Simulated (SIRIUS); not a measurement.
Consider a self-consistent single point of CdSe (F-43m, 2 atoms in the cell; from Materials Project mp-2691, changed as shown).

```xyz
2
Lattice="0.0000 3.0515 3.0515 3.0515 0.0000 3.0515 3.0515 3.0515 0.0000" Properties=species:S:1:pos:R:3 pbc="T T T"
Cd     0.0000     0.0000     0.0000
Se     4.5773     4.5773     4.5773
```

Computed with LDA (PW92), PseudoDojo 0.4 standard norm-conserving LDA (tails mended) pseudopotentials (plane waves; SIRIUS 7.12.0).

SIRIUS settings:

- parameters.ngridk = 6 6 6
- parameters.xc_functionals = [XC_LDA_X, XC_LDA_C_PW]
- parameters.gk_cutoff = 10.1 1/bohr
- parameters.pw_cutoff = 20.2 1/bohr
- parameters.smearing = gaussian
- parameters.smearing_width = 0.000734986 Ha
- potentials = PseudoDojo 0.4 standard norm-conserving LDA (tails mended) pseudopotentials
- parameters.electronic_structure_method = pseudopotential
- parameters.num_bands = 22
- parameters.num_mag_dims = 0
- parameters.num_dft_iter = 100
- parameters.energy_tol = 1e-07 Ha
- parameters.density_tol = 1e-06
- mixer.type = anderson
- mixer.beta = 0.5
- mixer.use_hartree = true

Results:

```
Property                                                 Result
------------------------------------------------  -------------
Number of valence electrons                                  36
Number of bands                                              22
Number of k-points after the program's reduction             16
Number of plane waves (most at a k-point)                  6710
Number of SCF iterations                                     12
FFT grid                                           60 × 60 × 60
Free energy E − TS                                -8068.3569 eV
Gap on the k-point mesh                                 0.30 eV
Pressure                                              -2.43 GPa
```

Stress (GPa, positive for compression):
```
-2.43   0.00   0.00
 0.00  -2.43   0.00
 0.00   0.00  -2.43
```

The gap is read on the k-point mesh of the run and can differ from the gap over the whole zone at this level.

For comparison: a first run was changed to give this one (volume scaled by 0.94), and from it to this one the free energy goes down by 41.8 meV/atom, the pressure goes from -4.89 to -2.43 GPa and the gap on the mesh goes from 0.181 to 0.304 eV.

The structure comes from a collection of computed structures, made at another level of theory; the collection holds predicted forms beside known ones. Its lattice was then scaled.

Cost on one core: about 50 core-seconds (a rough figure).

“Tails mended”: in these copies of the files the far tail of each local potential was reset to the Coulomb form.
